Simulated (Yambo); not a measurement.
Quantum ESPRESSO input (LDA, PseudoDojo standard norm-conserving files, scalar-relativistic) whose wavefunctions are converted with p2y:

```
&CONTROL
  calculation = 'nscf'
  pseudo_dir = './pseudo'
  outdir = './out'
/
&SYSTEM
  ibrav = 0
  nat = 12
  ntyp = 3
  ecutwfc = 76.0
  ecutrho = 304.0
  occupations = 'fixed'
  force_symmorphic = .true.
  nbnd = 200
/
&ELECTRONS
  conv_thr = 1.2000000000000002e-08
  diago_full_acc = .true.
  diago_thr_init = 1e-08
/
ATOMIC_SPECIES
H 1.0080 H.upf
Li 6.9400 Li.upf
B 10.8100 B.upf
CELL_PARAMETERS angstrom
  4.202779893000   0.000000000000   0.000000000000
 -2.101389947000   3.639714154000   0.000000000000
  0.000000000000   0.000000000000   7.420120000000
ATOMIC_POSITIONS crystal
H   0.333333333000   0.666666667000   0.371280000000
H   0.666666667000   0.333333333000   0.871280000000
H   0.175159500000   0.350319000000   0.591380000000
H   0.824840500000   0.175159500000   0.091380000000
H   0.649681000000   0.824840500000   0.591380000000
H   0.824840500000   0.649681000000   0.091380000000
H   0.175159500000   0.824840500000   0.591380000000
H   0.350319000000   0.175159500000   0.091380000000
Li   0.333333333000   0.666666667000   0.113950000000
Li   0.666666667000   0.333333333000   0.613950000000
B   0.333333333000   0.666666667000   0.535600000000
B   0.666666667000   0.333333333000   0.035600000000
K_POINTS automatic
3 3 1 0 0 0
```

Yambo's initialisation report on symmetry, reciprocal space, the k grid and the gaps on this mesh:

```
  [02.02] Symmetries
  ==================

  Inversion symmetry    : yes
  Spatial inversion     : no
  Inversion index       :   7
  K-space Time-reversal : yes
  Magnetic symmetries   : no
  Time-reversal derived K-space symmetries:   7  12
  Group table correct   : yes
  Symmetries units      :  [cc]

  [02.03] Reciprocal space
  ========================

  nG shells         :  3084
  nG charge         :   68561
  nG WFs            :  10110
  nC WFs            :   8583
  G-vecs. in first 80 shells:  [ Number ]
     1    3    5   11   23   35   37   43   55
    67   69   81   87   99  111  123  135  137
   149  161  173  185  209  221  245  247  253
    265   289   301   313   325   337   361   373   385
    387   393   405   417   429   441   453   465   489
    513   537   549   561   573   597   599   623   635
    647   653   665   677   701   713   725   737   749
    761   785   797   821   845   857   859   871   895
    907   919   931   943   967   991  1015  1039
  ...
  Shell energy in first 80 shells:  [ mHa ]
    0.00000      100.395      401.578      417.251      517.646      818.829      903.551      1251.75      1320.80
    1352.15      1606.31      1653.33      1669.00      1769.40      2023.56      2070.58      2155.30      2509.86
    2572.56      2858.07      2920.76      2927.11      3021.15      3275.32      3322.34      3614.20      3755.26
    3761.62      3824.31      3855.65      4031.45      4156.84      4178.87      4527.07      4658.81      4865.96
    4919.33      5007.01      5107.41      5283.21      5336.58      5361.57      5408.59      5424.26      5430.62
    5524.66      5825.84      5910.56      6171.09      6265.12      6327.81      6425.25      6534.96      6588.34
    6613.33      6676.02      6776.41      6842.50      7030.58      7077.60      7369.46      7516.88      7579.57
    7677.00      7840.09      7927.77      7934.13      8028.16      8094.26      8131.96      8282.33      8329.35
    8549.21      8621.22      8674.59      8762.27      8831.32      8862.67      9038.47      9163.85
  ...

  [02.04] K-grid lattice
  ======================

  Compatible Grid is   : 2D
  Base K vectors       :  K_min[ 1 ]  K_min[ 2 ]  K_min[ 3 ]
  K_min[ 1 ] : -0.33333      0.65799E-10   0.0000     [rlu]
  K_min[ 2 ] :  0.54409E-16 -0.33333       0.0000     [rlu]
  Grid dimensions      :  3  3
  K lattice UC volume  :  0.035982 [a.u.]

  IBZ K-points                                      :  3
  BZ  K-points                                      :   9

  K/Q-points units:
  rlu = crystal or reduced units; cc = cartesian coordinates; iku = interal k-units

  K [1]          [rlu]:  0.000000  0.000000  0.000000
         WF components:   8547
  K [2]          [rlu]:  0.000000  0.333333  0.000000
         WF components:   8579
  K [3]          [rlu]:  0.333333  0.333333  0.000000
         WF components:   8583

  [02.05] Energies & Occupations
  ==============================

  [X] === General ===
  [X] Electronic Temperature                        :  0.000000  0.000000 [eV K]
  [X] Bosonic    Temperature                        :  0.000000  0.000000 [eV K]
  [X] Finite Temperature mode                       : no
  [X] El. density                                   :  0.17620E+24 [cm-3]
  [X] Fermi Level                                   : -3.051408 [eV]

  [X] === Gaps and Widths ===
  [X] Conduction Band Min                           :  6.536280 [eV]
  [X] Valence Band Max                              :  0.000000 [eV]
  [X] Filled Bands                                  :  10
  [X] Empty Bands                                   :   11  200
  [X] Direct Gap                                    :  6.536280 [eV]
  [X] Direct Gap localized at k                     :  1
  [X] Indirect Gap                                  :  6.536280 [eV]
  [X] Indirect Gap between kpts                     :  1  1
  [X] Last valence band width                       :  0.544036 [eV]
  [X] 1st conduction band width                     :  0.535042 [eV]
```
The gaps are LDA values on this mesh alone; only operations without fractional translations are kept.

Geometry of the Materials Project entry, not relaxed at this level.
